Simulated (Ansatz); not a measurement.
SnO (litharge type, space group P4/nmm)

```
SnO
1.0
    3.76899     0.00000     0.00000
    0.00000     3.76899     0.00000
    0.00000     0.00000     4.56019
Sn O
2 2
Direct
  0.50000   0.00000   0.25342
  0.00000   0.50000   0.74658
  0.00000   0.00000   0.00000
  0.50000   0.50000   0.00000
```

In this cell atom 3 (O, nearest neighbour Sn at 2.211 Å; its periodic images, 3.8 Å or more away, move with it) is moved by s along Cartesian [110], unit vector (0.707, 0.707, 0.000); all other atoms and the cell stay fixed.

Computed with PBEsol-D3(BJ) (plane waves to 420 eV, PAW, scalar-relativistic; Ansatz, an electronic-structure program). k mesh 10×10×8 (Γ-centred), Fermi-Dirac smearing 0.05 eV. The energy includes the smearing's −TS. With partly filled bands, energies and forces of such displacements shift with the k mesh and the smearing. SnO was relaxed with its symmetry unable to fall. The PAW data are Ansatz's earlier set. The zero of ΔE is the undisplaced structure. The last digit holds for this mesh only.

```
s (Å)   ΔE (meV/cell)
------  -------------
-0.440          924.0
-0.352          574.5
-0.264          315.3
-0.176          137.5
-0.088           34.0
0.000             0.0
0.088            34.0
0.176           137.5
0.264           315.3
0.352           574.5
0.440           924.0
```

Q: What force constant k = d²E/ds² at s = 0 does the table give?

A: 8.7 eV/Å². It is the second difference of the nearest points, corrected with the next pair.

Q: With k = 8.74 eV/Å² from the forces, is the well harmonic out to s = 0.440 Å?

A: ½ks² = 846 meV/cell against the computed 924 meV/cell, so the well is stiffer than harmonic there.

(For displaced atoms, the force is minus the slope of the energy, and its curvature is a force constant, which sets phonon frequencies.)
